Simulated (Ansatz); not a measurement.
Relaxed PbS (rock salt):

```xyz
4
Lattice="0.0000 6.0089 6.0089 3.0045 0.0000 3.0045 3.0045 3.0045 0.0000" Properties=species:S:1:pos:R:3 pbc="T T T"
S      0.0000     0.0000     0.0000
S      0.0000     3.0045     3.0045
Pb     3.0045     3.0045     3.0045
Pb     3.0045     6.0089     6.0089
```

In this cell atom 2 (S, nearest neighbour Pb at 3.004 Å; its periodic images, 4.2 Å or more away, move with it) is moved by s along Cartesian [111], unit vector (0.577, 0.577, 0.577); all other atoms and the cell stay fixed.

All values below come from PBE (plane waves to 420 eV, PAW, scalar-relativistic; Ansatz, an electronic-structure program). k mesh 4×8×8 (Γ-centred), Fermi-Dirac smearing 0.05 eV. The energy includes the smearing's −TS. PbS was relaxed with its symmetry unable to fall. Spin-orbit coupling is left out, though Pb is heavy. The zero of ΔE is the undisplaced structure.

| s (Å) | ΔE (meV/cell) |
|---|---|
| -0.600 | 421 |
| -0.480 | withheld |
| -0.360 | 146 |
| -0.240 | 63 |
| -0.120 | 16 |
| 0.000 | 0 |
| 0.120 | 16 |
| 0.240 | 63 |
| 0.360 | 146 |
| 0.480 | withheld |
| 0.600 | 421 |

Q: Fit an even polynomial form (powers 2, 4) to the given rows and predict ΔE at s = 0.480.

A: Least squares on the 9 given rows: ΔE = (1097)·s² + (202.2)·s⁴, in meV/cell with s in Å; root-mean-square residual 0.5 meV/cell. At 0.480 the fit gives 263 meV/cell; the calculation gives 265 meV/cell, so the interpolation is off by -2 (-0.8 %). The quadratic term alone would give 253 meV/cell.

(A displaced cell: forces are minus the slopes of the energy, force constants its curvatures, and phonons follow from these.)
